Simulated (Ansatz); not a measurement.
Computed properties of BaTiO3

BaTiO₃:
```yaml
crystal:
  lattice:
    - [0.00000, 2.79411, -2.79914]
    - [0.00000, 2.79411, 2.79914]
    - [3.92410, 0.00000, 0.00000]
  atoms:
    - { symbol: Ba, position: [0.99831, 0.00169, 0.00000] }
    - { symbol: Ti, position: [0.48830, 0.51170, 0.50000] }
    - { symbol: O, position: [0.50894, 0.98550, 0.50000] }
    - { symbol: O, position: [0.01450, 0.49106, 0.50000] }
    - { symbol: O, position: [0.51006, 0.48994, 0.00000] }
```

Space group Amm2 (No. 38); conventional cell a = 3.924 Å, b = 5.588 Å, c = 5.598 Å, α = β = γ = 90.00°.

Method: plane-wave PAW LDA (Ansatz code). Structure relaxed to zero pressure with the same functional. Other levels are named where they apply.

Cell and energy:

```
Quantity                                                        Value
-----------------------------------------------------  --------------
Volume per atom                                              12.28 Å³
Density                                                    6.31 g/cm³
Formation energy from the elements (no fitted shifts)  -3328 meV/atom
```

Electronic structure:

```
Item                                                                                                     Result
----------------------------------------  ---------------------------------------------------------------------
Band gap                                                                                     2.03 eV (indirect)
Valence-band maximum                      at T (k = 0.500, 0.500, 0.500 in fractions of the reciprocal vectors)
Conduction-band minimum                                                                                    at Γ
Smallest direct gap on the standard path                                                                2.21 eV
Electron effective mass                                                  0.42, 0.69, 1.00 mₑ (principal values)
Hole effective mass                                                        0.81, 1.4, 2.6 mₑ (principal values)
```

Mechanics:

```
Property                              Value
----------------------------------  -------
Bulk modulus (Birch–Murnaghan fit)  149 GPa
Pressure derivative B′                  8.5
```

Dielectric response:

```
Property                                                                   Value
----------------------------------------  --------------------------------------
Electronic dielectric constant ε∞ (DFPT)         6.51 (xx), 6.31 (yy), 6.04 (zz)
Born charges (a third of the trace)       Ba +2.79, Ti +6.71, O -3.26 to -3.12 e
Largest static χ(2) component                                            42 pm/V
```

Phonons:

```
Property                                                                     Result
--------------------------------------------------  -------------------------------
Highest zone-centre frequency (without LO–TO term)                         510 cm⁻¹
Zone-centre stability                               unstable, softest mode 69i cm⁻¹
```

This is a known low-temperature phase of the composition, computed here at zero pressure and temperature. The cell was relaxed with LDA under the symmetry of its start. No spin polarisation was allowed. The references are the lowest solids computed at this level, not always the standard phases (solids in place of the gases). Scalar-relativistic: spin–orbit coupling is off unless named, which matters more the heavier the elements.

Potentials: the earlier of the program's two PAW sets. The files were generated under PBE; for other functionals the program regenerates the frozen cores, and for LDA and PBEsol the local potential too.
